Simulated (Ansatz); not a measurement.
## HfSiO4: ¹⁷⁹Hf nuclear quadrupole resonance

Cell: an entry of the Crystallography Open Database (COD), its atoms then relaxed with PBE in this cell.

```cif
data_HfSiO4
_symmetry_space_group_name_H-M 'I4_1/amd:1'
_symmetry_Int_Tables_number 141
_cell_length_a 6.5725
_cell_length_b 6.5725
_cell_length_c 5.9632
_cell_angle_alpha 90.000
_cell_angle_beta 90.000
_cell_angle_gamma 90.000
loop_
_atom_site_label
_atom_site_type_symbol
_atom_site_symmetry_multiplicity
_atom_site_Wyckoff_symbol
_atom_site_fract_x
_atom_site_fract_y
_atom_site_fract_z
Hf Hf 4 a 0.0000 0.5000 0.2500
Si Si 4 b 0.5000 0.0000 0.2500
O O 16 h 0.5000 0.3147 0.8193
```

One atom of each set is listed; the run and its k-mesh use a cell of 12 atoms with edges of 5.52, 5.52, 5.52 Å.

Method: Kohn–Sham DFT in Ansatz, PBE, plane waves and PAW (field gradients read without the response of the frozen cores, which leaves them typically 4 to 6 % off), scalar-relativistic, 420 eV cutoff, Γ-centred 5×5×5 k-points, Fermi–Dirac smearing 0.02 eV.

¹⁷⁹Hf: I = 9/2, Q = 3793 mb (year-2017 value). Static lattice, zero field.

(1) The simulated lines lie at 52.6, 105.2, 157.8, 210.4 MHz. What are |C_Q|, η and |V_zz| at Hf?

Answers

(1) For I = 9/2 and η = 0 the lines are |C_Q|/24 times 1, 2, 3 and 4; η shifts the lowest up most. Here |C_Q| = 1263 MHz, η = 0.00 and |V_zz| = 13.77 × 10²¹ V/m². The calculation gives V_zz positive; the lines don't show the sign. The site has 8 O at 2.11–2.26 Å.

An axis of threefold or higher order runs through Hf, so V_zz lies along it and η is zero.

At this cell the PBE pressure is 7 GPa, so with PBE the cell would grow if it were relaxed. Without spin–orbit coupling the gradients at and beside Hf can be off by some per cent, at some sites by more.

The relaxation (4 steps) took 29 s of wall time (30 s of CPU time) and 0.55 GiB at its peak, on 1 thread of Intel Xeon Platinum 8259CL CPU @ 2.50GHz (Skylake/Cascade Lake) (x86_64; 16 cores open to the job, memory cap 3.0 GiB, no GPU), a shared host with a load of 0.4 a core.
